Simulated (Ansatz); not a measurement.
WO$_{3}$ in space group P4/ncc (No. 130; W on 4c, O on 8f, O on 4c), DFT-PBEsol in the program Ansatz with PAW potentials, all energies at zero smearing, with the estimated change up to a 700 eV cutoff added, with one set of potentials and settings (totals compare only within such a set). Cell of 16 atoms (4 W, 12 O): -47760.977 eV.

```
element                            reference phase  E (eV/atom)
-------  -----------------------------------------  -----------
W                       Im-3m, 1 atoms in the cell  -10256.5620
O        C2/m, 4 atoms in the cell, spin-polarised    -558.3554
```

Formation energy per atom, worked out: (-47760.977 − 4×(-10256.5620) − 12×(-558.3554))/16 = -2.154 eV/atom (-208 kJ per mol of atoms), at 0 K, without zero-point energy or fitted corrections.

The first step of the workflow began from a Materials Project structure, measured or hypothetical; the Crystallography Open Database files this formula in space group No. 130, but the cells were not matched. Its standing as an ambient phase is unchecked. Symmetry was held in the PBEsol relaxation; whether a distortion lowers the energy is not shown. No spin polarisation was allowed. No Hubbard U is applied. The references are the lowest solids computed at this level, not always the standard phases (solids in place of the gases). Scalar-relativistic: spin–orbit coupling is off unless named, which matters more the heavier the elements.

Potentials: the later of the program's two PAW sets.
